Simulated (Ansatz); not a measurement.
InGaAs$_{2}$:
```cif
data_As6Ga3In3
_chemical_formula_sum 'In3 Ga3 As6'
_space_group_name_H-M_alt 'R3m :H'
_space_group_IT_number 160
_space_group_name_Hall 'R 3 -2"'
_cell_length_a 4.15246
_cell_length_b 4.15246
_cell_length_c 20.42071
_cell_angle_alpha 90.000
_cell_angle_beta 90.000
_cell_angle_gamma 120.000
loop_
_atom_site_label
_atom_site_type_symbol
_atom_site_symmetry_multiplicity
_atom_site_Wyckoff_symbol
_atom_site_fract_x
_atom_site_fract_y
_atom_site_fract_z
_atom_site_occupancy
In1 In 3 a 0.00000 0.00000 0.62433 1
Ga1 Ga 3 a 0.00000 0.00000 0.12501 1
As1 As 3 a 0.00000 0.00000 0.00527 1
As2 As 3 a 0.00000 0.00000 0.49537 1
```
(The calculation used a cell of 4 atoms; values per cell refer to that cell.)

This is the PBEsol-relaxed structure.

### Question
All from the program Ansatz at the PBEsol level (PAW), unless another level is named. Give the electronic character.

### Answer
no gap, with almost no states at the Fermi level (zero-gap or semimetallic).

### Question
And the formation energy from the elements (no fitted shifts)?

### Answer
-0.23 eV/atom.

### Question
What about the HSE06 gap on the PBEsol cell?

### Answer
0.47 eV (a hybrid on a coarse mesh can open a false gap in a semimetal).

### Question
And the gap with spin–orbit coupling?

### Answer
none (metallic).

The first step of the workflow began from a Materials Project structure, measured or hypothetical; the Crystallography Open Database copy checked does not list it. With In and Ga taken as one species the cell has the higher symmetry F-43m, so it may be an ordered model of a mixed-site phase. Its standing as an ambient phase is unchecked. The cell was relaxed with PBEsol under the symmetry of its start; whether a distortion lowers the energy is not shown. The references are the lowest solids computed at this level, not always the standard phases. Scalar-relativistic: spin–orbit coupling is off unless named, which matters more the heavier the elements.

Potentials: the later of the program's two PAW sets.
